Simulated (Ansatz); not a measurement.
# LuTi2Ga4: what a change of basis.ecutwfc does

All numbers are calculated (PBEsol, no spin polarisation, no spin-orbit coupling; Ansatz, PAW set soft_2, 420 eV, k-mesh 8×8×8), not measured. These are the settings of the reference run.

Cell:

```
Ga Lu Ti
1.0
    -3.30228    3.30228    2.69509
     3.30228   -3.30228    2.69509
     3.30228    3.30228   -2.69509
Ga Lu Ti
4 1 2
Direct
  0.30239 0.30239 0.60478
  0.69761 0.69761 0.39522
  0.30239 0.69761 0.00000
  0.69761 0.30239 0.00000
  0.00000 0.00000 0.00000
  0.75000 0.25000 0.50000
  0.25000 0.75000 0.50000
```

The reference run of this cell is solved again as a single point with these keys changed:

| key | reference run | changed run |
| --- | --- | --- |
| basis.ecutwfc | 420 | 350 eV |

Q: How does the changed run end?

A: 

```
                                    quantity  reference run  changed run
energy, changed less reference (meV an atom)              0          7.0
                              pressure (GPa)            0.0          0.0
                        largest force (eV/Å)           0.01         0.00
                        gap on the mesh (eV)           0.00         0.00
```

The energy moves by 7.0 meV an atom (0.05 eV for the cell). It took 8 iterations from the trained starting density.

Caveats: a single point, atoms not relaxed again; the changed cutoff lies under the advised one, so the shift is an error of the basis.
